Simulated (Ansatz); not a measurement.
W (bcc, W type)

```yaml
crystal:
  lattice:
    - [-1.58492, 1.58492, 1.58492]
    - [1.58492, -1.58492, 1.58492]
    - [1.58492, 1.58492, -1.58492]
  atoms:
    - { symbol: W, position: [0.00000, 0.00000, 0.00000] }
```

E(V) scan at fixed shape, V₀ the volume above. Symmetry pins the atoms to their sites.

Computed with r2SCAN (plane waves to 500 eV, PAW, scalar-relativistic; Ansatz, a first-principles code). k mesh 21×21×21 (Γ-centred), Fermi-Dirac smearing 0.05 eV. E stands for the smeared free energy. Spin-orbit coupling is left out, though W is heavy. The PAW data are Ansatz's earlier set. W is run without spin polarisation. W was relaxed with its symmetry unable to fall. The zero of ΔE is the relaxed starting cell. The last digit holds for this mesh only.

| V (Å³/atom) | ΔE (meV/atom) |
|---|---|
| 14.333 | 189.1 |
| 14.731 | 101.4 |
| 15.129 | 43.0 |
| 15.527 | 10.3 |
| 15.925 | 0.0 |
| 16.323 | 9.5 |
| 16.721 | 36.6 |
| 17.120 | 79.1 |
| 17.518 | 135.2 |

Task: What is the fitted pressure derivative B₀′?

Result: 4.1.

Task: What bulk modulus B₀ follows from a third-order Birch-Murnaghan fit?

Result: 319 GPa. Check by three points about V = 15.925 Å³/atom, step 0.796: d²E/dV² ≈ (43 − 2·0 + 37) meV / 0.796² = 0.126 eV/Å⁶, and V·d²E/dV² × 160.2 = 322 GPa.

(Under strain, the slope of the energy per volume gives the stress and its curvature an elastic modulus.)
